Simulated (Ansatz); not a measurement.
MgAlNO:
```cif
data_AlMgNO
_chemical_formula_sum 'Al1 Mg1 O1 N1'
_space_group_name_H-M_alt 'P3m1'
_space_group_IT_number 156
_space_group_name_Hall 'P 3 -2"'
_cell_length_a 3.17984
_cell_length_b 3.17984
_cell_length_c 5.08314
_cell_angle_alpha 90.000
_cell_angle_beta 90.000
_cell_angle_gamma 120.000
loop_
_atom_site_label
_atom_site_type_symbol
_atom_site_symmetry_multiplicity
_atom_site_Wyckoff_symbol
_atom_site_fract_x
_atom_site_fract_y
_atom_site_fract_z
_atom_site_occupancy
Al1 Al 1 b 0.33333 0.66667 0.50271 1
Mg1 Mg 1 c 0.66667 0.33333 0.00659 1
O1 O 1 b 0.33333 0.66667 0.14130 1
N1 N 1 c 0.66667 0.33333 0.59938 1
```

Relaxed with PBEsol.

Give the optical modes at the zone centre with their infrared activity from DFPT, PBEsol (plane waves, PAW; program Ansatz).

Transverse frequencies, without the LO–TO term; a row sums one degenerate level.

| ω (cm⁻¹) | degeneracy | IR ((D/Å)²/amu) | activity | symmetry |
|---|---|---|---|---|
| 206 | 2 | 0.07 | IR | E |
| 441 | 1 | 8.28 | IR | A1 |
| 534 | 2 | 14.26 | IR | E |
| 580 | 1 | 13.79 | IR | A1 |
| 616 | 1 | 1.52 | IR | A1 |
| 642 | 2 | 35.25 | IR | E |

How high does the top mode go among those that the LO–TO term moves?

831 cm⁻¹ for q along x, 831 cm⁻¹ for q along y, 776 cm⁻¹ for q along z.

The start of the workflow was typed in or built on a structure type; neither database checked (COD, Materials Project) lists it. Its standing as an ambient phase is unchecked. Symmetry was held in the PBEsol relaxation; its stability against distortions is not shown here. The volume moved by -22 % from the start of the relaxation.

Potentials: the earlier of the program's two PAW sets. The files were generated under PBE; for other functionals the program regenerates the frozen cores, and for LDA and PBEsol the local potential too.
